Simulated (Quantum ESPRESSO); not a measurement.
# Nb2RhZrMo3Pt: different elements on one site, starting from this cell

Simulated, not a measurement. The program is pw.x of Quantum ESPRESSO 7.5 (plane-wave density functional theory). The cell is made up: eight metal atoms on a face-centred cubic lattice, with elements, volume, strain and displacements drawn at random and not relaxed, so it may be unstable or far from any real phase. PseudoDojo standard norm-conserving files set the functional (PBE unless stated); there is no spin polarisation or spin-orbit coupling, the Fermi-Dirac width of 0.25 eV means electrons at about 2900 K, and the masses in the input are unused placeholders. Heavy elements are run without spin-orbit coupling, which real alloys of them have. A spin test at this wide smearing found no moment, but such smearing suppresses magnetism that the real alloy may have.

The runs put different elements on site 8. Cell, positions, cutoff, mesh and smearing stay as in the input of run 1; sites are counted in its order. Stress in the tables is positive in tension.

Input of run 1:

```
&control calculation='scf', pseudo_dir='./dojo.nc.sr.pbe.v0_5.standard.upf', outdir='./o', disk_io='minimal', tprnfor=.true., tstress=.true. /
&system ibrav=0, nat=8, ntyp=5, nbnd=76, ecutwfc=87.97787729, nosym=.true., tot_charge=0,
 occupations='smearing', smearing='fd', degauss=0.0183746611
/
&electrons conv_thr=1.470e-08, electron_maxstep=70, mixing_beta=0.5 /
ATOMIC_SPECIES
Mo 1.0 Mo.upf
Nb 1.0 Nb.upf
Pt 1.0 Pt.upf
Rh 1.0 Rh.upf
Zr 1.0 Zr.upf
CELL_PARAMETERS angstrom
2.0871 4.1329 2.0907
2.0199 -4.0716 2.0352
4.1727 0.0059 -4.1916
ATOMIC_POSITIONS angstrom
Nb -0.0017 0.1587 0.0208
Rh 2.0176 -0.108 -2.07
Zr 2.0407 -2.0431 -0.0822
Mo 4.12 -2.0814 -2.0239
Nb 2.1118 2.1679 -0.085
Mo 4.2338 2.0922 -2.0892
Mo 2.1029 -0.1734 2.1354
Pt 4.054 0.0204 -0.1766
K_POINTS automatic
5 5 4 1 1 1
```

| run | elements on sites 1 to 8 | -TS (eV) | pressure (GPa) | stress xx (GPa) | stress yy (GPa) | stress zz (GPa) | stress yz (GPa) | stress xz (GPa) | stress xy (GPa) | iterations |
| --- | --- | --- | --- | --- | --- | --- | --- | --- | --- | --- |
| 1 | Nb Rh Zr Mo Nb Mo Mo Pt | -1.989 | -5.40 | 4.90 | 8.50 | 2.81 | 0.80 | 0.56 | -0.35 | 20 |
| 2 | Nb Rh Zr Mo Nb Mo Mo Zr | -2.098 | 4.13 | -3.92 | -3.79 | -4.68 | -0.25 | -0.24 | -0.84 | 19 |
| 3 | Nb Rh Zr Mo Nb Mo Mo Mg | -1.981 | -0.82 | 1.41 | 1.50 | -0.44 | 0.13 | 0.92 | -0.65 | 18 |
| 4 | Nb Rh Zr Mo Nb Mo Mo Ga | -1.915 | -4.44 | 4.35 | 6.21 | 2.75 | 0.30 | -0.15 | -0.49 | 18 |
| 5 | Nb Rh Zr Mo Nb Mo Mo Al | -1.929 | -4.07 | 4.35 | 5.07 | 2.80 | 0.22 | 0.30 | -0.59 | 18 |

Forces Fx Fy Fz (eV/Å):

| site | run 1 | run 2 | run 3 | run 4 | run 5 |
| --- | --- | --- | --- | --- | --- |
| 1 | -0.62 -0.57 1.09 | -0.28 -0.54 1.30 | -0.48 -0.62 1.22 | -0.55 -0.67 1.18 | -0.51 -0.66 1.21 |
| 2 | 0.38 0.49 -0.65 | 0.24 0.48 -0.77 | 0.32 0.34 -0.61 | 0.54 0.44 -0.43 | 0.54 0.46 -0.44 |
| 3 | -0.37 -0.22 -0.72 | -1.07 -0.56 -0.06 | -0.67 -0.25 -0.30 | -0.46 -0.28 -0.51 | -0.53 -0.31 -0.47 |
| 4 | 0.17 0.00 -0.82 | 0.35 -0.26 -1.01 | 0.55 -0.06 -1.00 | 0.36 -0.02 -0.82 | 0.32 -0.03 -0.77 |
| 5 | 0.47 -0.51 0.00 | -0.01 -0.33 0.57 | 0.08 -0.22 0.29 | 0.32 -0.40 0.08 | 0.31 -0.38 0.10 |
| 6 | 0.35 -0.03 0.25 | 0.74 -0.03 0.11 | 0.47 0.12 0.04 | 0.30 -0.06 0.27 | 0.25 -0.05 0.31 |
| 7 | -0.92 0.68 0.33 | -0.64 0.36 0.23 | -0.80 0.34 0.29 | -0.94 0.66 0.19 | -0.86 0.63 0.15 |
| 8 | 0.55 0.16 0.50 | 0.68 0.88 -0.37 | 0.52 0.37 0.07 | 0.43 0.33 0.04 | 0.48 0.34 -0.07 |

Energies are left out, as each element's file has its own zero. A rerun of one cell of this series at a higher cutoff and on a denser mesh moved values by no more than 0.010 eV in energy, 0.08 GPa in stress and 0.006 eV/Å in force, and a second program with other atomic files agreed on that cell to 2 % rms in force and 0.5 GPa in pressure.